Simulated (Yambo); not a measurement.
```
KF
1.0
    0.00000     2.63236     2.63236
    2.63236     0.00000     2.63236
    2.63236     2.63236     0.00000
F K
1 1
Cartesian
  2.63236   2.63236   2.63236
  5.26472   5.26472   5.26472
```

Response from Yambo on norm-conserving PBEsol (Quantum ESPRESSO, 84 Ry, without SOC) bands: 16×16×16 mesh, 27 bands, 4 Ry local-field block, 0.2 eV broadening.

Task: Give the static electronic dielectric constant without and with local fields.

Result: 
```tsv
field along	ε(0), independent particles	ε(0), RPA with local fields	refractive index √ε
x	2.13	1.94	1.39
```
Electronic (clamped-ion) response only. PBEsol gaps are usually too small, which raises these values. Convergence of the RPA response with its 16×16×16 mesh was not tested.

Geometry strained from the cell relaxed with PBEsol, atoms relaxed again.
